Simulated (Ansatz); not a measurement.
# Structure relaxation, MgO

The start is a generated trial cell of MgO in the AFLOW prototype AB_hR2_166_a_b (L1_1, as in CuPt). The structure is fully relaxed (lattice and positions, P = 0) with PBEsol (plane waves to 420 eV, PAW, scalar-relativistic; Ansatz, a program for electronic structure). First-step values are on the input's coarse k-mesh.

Ansatz input (later rounds restart from its end on a renewed k-mesh):
Ansatz 0.2 input:
```yaml
crystal:
  lattice:
    - [1.2979215, 0.7493553, 4.1411851]
    - [-1.2979215, 0.7493553, 4.1411851]
    - [0, -1.4987107, 4.1411851]
  atoms:
    - { symbol: Mg, position: [0, 0, 0] }
    - { symbol: O, position: [0.5, 0.5, 0.5] }
basis: { ecutwfc: 420, ecutrho_ratio: 4, xc_grid: 2, fft_grid_basis: typed }
kpoints: { mp_grid: { grid: [10, 10, 10] } }
hamiltonian:
  xc: pbesol
  dispersion: none
  pseudopotentials: { kind: paw }
scf: { occupations: { method: fermi_dirac, width: 0.05 } }
relax: { f_tol: 0.01, max_steps: 100, cell: { stress_tol: 0.02 } }
output: { forces: true, stress: true }
```

Task: Does the structure survive the relaxation? Give the final space group.

Result: The space group goes from R-3m (No. 166) to Fm-3m (No. 225); the end is rock salt type, with 2 atoms in the primitive cell.

Task: How does the volume change?

Result: -22.6 %, from 12.08 to 9.35 Å³/atom.

Task: How do the shortest distances between atoms change?

Result: The closest pairs of elements (up to four, under 3.6 Å), start → end: Mg–O 2.56 → 2.11 Å; Mg–Mg 2.60 → 2.98 Å; O–O 2.60 → 2.98 Å.

Final values are on a 13×13×13 k-mesh of the relaxed cell. No spin polarisation in the result.

The run could not lose the symmetry of its start.

All atoms sit on sites fixed by symmetry, so only the cell could relax.
